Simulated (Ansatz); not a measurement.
# Computed properties of AlGa₃O₆ (corundum sites, R3)

All numbers come from the plane-wave code Ansatz. The cell comes from a prototype generator: it can be a known phase or a hypothetical one. No magnetic order is allowed.

AlGa₃O₆ on the sites of the corundum structure (relaxed group R3), relaxed with r2SCAN. The symmetry is R3 (No. 146, trigonal); a = 4.929 Å, c = 13.325 Å in the conventional setting, 9.34 Å³ an atom. Around Al lie 6 O at 1.88–1.97 Å; around Ga lie 6 O at 1.92–2.09 Å; around Ga lie 6 O at 1.92–2.08 Å; around Ga lie 6 O at 1.92–2.07 Å; around O lie 3 Ga at 1.92–2.09 Å and 1 Al at 1.97 Å; around O lie 1 Al at 1.88 Å and 3 Ga at 1.92–2.08 Å.

```
Al Ga O
1.0
     2.46432    1.42277    4.44176
    -2.46432    1.42277    4.44176
     0.00000   -2.84555    4.44176
Al Ga O
1 3 6
Direct
  0.85041 0.85041 0.85041
  0.64148 0.64148 0.64148
  0.35524 0.35524 0.35524
  0.14532 0.14532 0.14532
  0.74867 0.45577 0.05344
  0.94686 0.23632 0.56648
  0.05344 0.74867 0.45577
  0.45577 0.05344 0.74867
  0.56648 0.94686 0.23632
  0.23632 0.56648 0.94686
```

Relaxed lattice by functional, symmetry kept:
```tsv
functional	k mesh	a (Å)	c (Å)	volume (Å³/atom)
PBE	6×6×6	4.995	13.492	9.72
r2SCAN	6×6×6	4.929	13.325	9.34
PBEsol	6×6×6	4.944	13.336	9.41
```

Band edges at fixed r2SCAN geometry:

| level | k mesh | gap (eV) | kind | edges | least direct gap (eV) |
| --- | --- | --- | --- | --- | --- |
| PBE | 6×6×6 | 3.48 | indirect | Γ–S₀ (0.40) → Γ | 3.66 |
| PBE+SOC | 6×6×6 | 3.48 | indirect | (0.010, 1/6, -0.146) → Γ | 3.65 |
| r2SCAN | 6×6×6 | 4.20 | indirect | (0.010, 1/6, -0.146) → Γ | 4.38 |
| HSE06 | 4×4×4 | 5.27 | indirect | (0.010, 1/6, -0.146) → Γ | 5.45 |
| PBE0 | 4×4×4 | 5.99 | indirect | (0.010, 1/6, -0.146) → Γ | 6.18 |

PBE: smearing of 0.02 eV; the others have fixed occupations.
Wave cutoffs: 420 eV, 500 eV (r2SCAN).
Points off the special ones are mesh points or PBE's searched band edges, reused at the other levels.

HSE06 gives an indirect gap of 5.27 eV, from k = (0.010, 1/6, -0.146) to Γ; the least direct gap is 5.45 eV at Γ. Spin-orbit coupling changes the PBE gap by 0.00 eV, to 3.48 eV.

r2SCAN covers 40 % of the step from PBE to HSE06. For gaps to 0.1 eV, spin-orbit coupling (up to 0.01 eV here) can be left out. All these functionals give a gap of the same kind, indirect.

r2SCAN (ground state on 6×6×6): ε∞: 3.78 along x and y, 3.68 along z. Born charges, averaged over directions: Al +3.10, Ga +3.21 to +3.27, O -2.14 to -2.13 e. The program notes that the ground state's band table doesn't vouch for all the bands that the response reads.

On the PBEsol cell (a = 4.944 Å, c = 13.336 Å), with PBEsol: The zone-centre optical frequencies run from 166 to 686 cm⁻¹, none imaginary (the rest of the zone wasn't tested). With the long-range field the highest mode reaches 732 cm⁻¹. ε∞: 4.15 along x and y, 4.04 along z. With the ions relaxed, ε⁰ is 12.2 along x and y, 17.2 along z. Born charges, averaged over directions: Al +3.10, Ga +3.21 to +3.27, O -2.15 to -2.13 e. The program notes that the ground state's band table doesn't vouch for all the bands that the response reads.

Only the levels marked +SOC include spin-orbit coupling.

Coordinates of k points refer to the reciprocal vectors of the primitive cell of the runs.

The meshes of the hybrids are coarse, so their gaps aren't converged to the digits shown.
